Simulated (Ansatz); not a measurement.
Starting cell, BN (wurtzite):

```
BN
1.0
    5.10816     0.00000     0.00000
   -1.27704     2.21190     0.00000
    0.00000     0.00000     4.22393
B N
4 4
Direct
  0.33333   0.33333   0.99992
  0.83333   0.33333   0.99992
  0.16667   0.66667   0.49992
  0.66667   0.66667   0.49992
  0.33333   0.33333   0.62528
  0.83333   0.33333   0.62528
  0.16667   0.66667   0.12528
  0.66667   0.66667   0.12528
```

The atoms are displaced by Q × the pattern below (from a DFPT mode at M = (0.5, 0.0, 0.0), largest move 1; Q in Å), at fixed cell. (q is in reciprocal vectors of the primitive cell; the cell shown is doubled to hold the pattern.)

```csv
atom,x,y,z
B1,-0.866,-0.500,-0.006
B2,0.866,0.500,0.006
B3,0.866,0.500,-0.006
B4,-0.866,-0.500,0.006
N5,0.305,0.176,-0.023
N6,-0.305,-0.176,0.023
N7,-0.305,-0.176,-0.023
N8,0.305,0.176,0.023
```

Calculation: PBE (plane waves to 420 eV, PAW, scalar-relativistic; Ansatz, an electronic-structure program). k mesh 15×15×8 (Γ-centred), Fermi-Dirac smearing 0.05 eV. Energies are smeared free energies. BN was relaxed with its symmetry unable to fall. The PAW data are Ansatz's earlier set. ΔE is measured from the undisplaced structure.

```json
[
 {"Q (Å)": "-0.180", "ΔE (meV/cell)": "3622"},
 {"Q (Å)": "-0.120", "ΔE (meV/cell)": "1568"},
 {"Q (Å)": "-0.060", "ΔE (meV/cell)": "386"},
 {"Q (Å)": "0.000", "ΔE (meV/cell)": "0"},
 {"Q (Å)": "0.060", "ΔE (meV/cell)": "386"},
 {"Q (Å)": "0.120", "ΔE (meV/cell)": "1568"},
 {"Q (Å)": "0.180", "ΔE (meV/cell)": "3622"}
]
```

Which DFPT wavenumber at M = (0.5, 0.0, 0.0) belongs to this mode?
A) 1074 cm⁻¹
B) 858 cm⁻¹
C) 684 cm⁻¹
D) 478 cm⁻¹

A, 1074 cm⁻¹. The curvature of the scan gives 1074 cm⁻¹

(For displaced atoms, the force is minus the slope of the energy, and its curvature is a force constant, which sets phonon frequencies.)
